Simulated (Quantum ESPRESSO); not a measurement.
Empty bands for a GW run on BN (space group Fmm2, No. 42): 72 bands on a 6×6×6 mesh, PBEsol, PseudoDojo standard norm-conserving files, scalar-relativistic, Quantum ESPRESSO. The input, in which only the diagonalization keyword changes:

```
&CONTROL
  calculation = 'nscf'
  pseudo_dir = './pseudo'
  outdir = './out'
/
&SYSTEM
  ibrav = 0
  nat = 2
  ntyp = 2
  ecutwfc = 84.0
  ecutrho = 336.0
  occupations = 'fixed'
  force_symmorphic = .true.
  nbnd = 72
/
&ELECTRONS
  conv_thr = 2e-09
  diago_full_acc = .true.
  diago_thr_init = 1e-08
  diagonalization = 'david'
/
ATOMIC_SPECIES
B 10.8100 B.upf
N 14.0070 N.upf
CELL_PARAMETERS angstrom
  0.000000000000   3.495315000000   2.166090000000
  1.251630000000   0.000000000000   2.166090000000
  1.251630000000   3.495315000000   0.000000000000
ATOMIC_POSITIONS crystal
B   0.000050000000   0.000050000000   0.999950000000
N   0.666650000000   0.666650000000   0.333350000000
K_POINTS automatic
6 6 6 0 0 0
```

```csv
diagonalization,mean iterations per k point,rough time,largest change of an eigenvalue (eV)
david,16,1,–
cg,39,about 3×,5e-05
paro,15,within a factor of two,6e-08
```

An iteration means different work in each solver, so the counts don't rank them. Times are rough ratios from shared machines.

Geometry of the Materials Project entry, not relaxed at this level.
